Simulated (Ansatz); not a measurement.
# Eu4Si4Ni8Ge3: what a change of basis.ecutrho_ratio does

Computed with the plane-wave PAW code Ansatz (scalar-relativistic, PAW set soft_2): PBEsol, collinear spin, 420 eV cutoff, k-mesh 4×4×2 shifted by half a step. These are the settings of the reference run.

Cell:

```
cell
1.0
     4.0159    4.0159    0.0000
     4.0159   -4.0159    0.0000
     0.0000    0.0000   -9.7525
Eu Ge Ni Si
4 3 8 4
Direct
  0.5000 0.5000 0.9991
  0.5000 0.0000 0.4952
  0.0000 0.0000 0.0095
  0.0000 0.5000 0.4952
  0.5000 0.0000 0.8710
  0.0000 0.0000 0.3608
  0.0000 0.5000 0.8710
  0.2622 0.2622 0.2476
  0.2465 0.7535 0.7458
  0.7378 0.7378 0.2476
  0.7535 0.2465 0.7458
  0.2622 0.7378 0.2476
  0.2465 0.2465 0.7458
  0.7378 0.2622 0.2476
  0.7535 0.7535 0.7458
  0.5000 0.5000 0.6440
  0.5000 0.0000 0.1388
  0.0000 0.0000 0.6310
  0.0000 0.5000 0.1388
```

The reference run of this cell is solved again as a single point with these keys changed:

| key | reference run | changed run |
| --- | --- | --- |
| basis.ecutrho_ratio | not typed | 12 |

Problem. How does the changed run end?

Solution. 

```
                                    quantity  reference run  changed run
energy, changed less reference (meV an atom)              0          0.0
                        largest force (eV/Å)           0.00         0.00
                        gap on the mesh (eV)           0.00         0.00
                     moment of the cell (μB)          27.19        27.19
```

The results hardly move, so this setting matters little here, or the typed value is the one that the program takes anyway. It took 34 iterations.

Caveats: the reference run: 4f shell without a U, which puts 4f levels too near the Fermi level; the reference run: open f or d shells may hold a state above the lowest; a single point, atoms not relaxed again.
